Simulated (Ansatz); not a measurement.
The relaxed structure here is a generated cell of CuI: the first start was made by placing the elements on the sites of a structure type, and the end was not matched to a known phase here, so it may be hypothetical. Known forms of CuI include space group No. 216.

One stationary structure of CuI. Space group P4₂/mnm (No. 136), AFLOW prototype AB_tP8_136_g_f (as in BeO). These are PBE (plane waves to 420 eV, PAW, scalar-relativistic; Ansatz, a first-principles code) values and carry that method's errors.

```cif
data_Cu4I4
_chemical_formula_sum 'Cu4 I4'
_space_group_name_H-M_alt 'P 1'
_space_group_IT_number 1
_cell_length_a 7.38138
_cell_length_b 7.38138
_cell_length_c 4.32654
_cell_angle_alpha 90.000
_cell_angle_beta 90.000
_cell_angle_gamma 90.000
loop_
_space_group_symop_operation_xyz
  'x, y, z'
loop_
_atom_site_label
_atom_site_type_symbol
_atom_site_fract_x
_atom_site_fract_y
_atom_site_fract_z
_atom_site_occupancy
Cu1 Cu 0.33344 0.66656 0.00000 1
Cu2 Cu 0.83344 0.83344 0.50000 1
Cu3 Cu 0.16656 0.16656 0.50000 1
Cu4 Cu 0.66656 0.33344 0.00000 1
I1 I 0.30578 0.30578 0.00000 1
I2 I 0.80578 0.19422 0.50000 1
I3 I 0.19422 0.80578 0.50000 1
I4 I 0.69422 0.69422 0.00000 1
```

**Question.** What is the computed band gap (PBE)?

**Answer.** 1.14 eV, direct at Γ (no spin-orbit coupling).

No spin polarisation in the result. Without spin-orbit coupling the bands of the heavy element are not split, so the gap can be far off.

The run could not lose the symmetry of its start, so the end can be a saddle point.
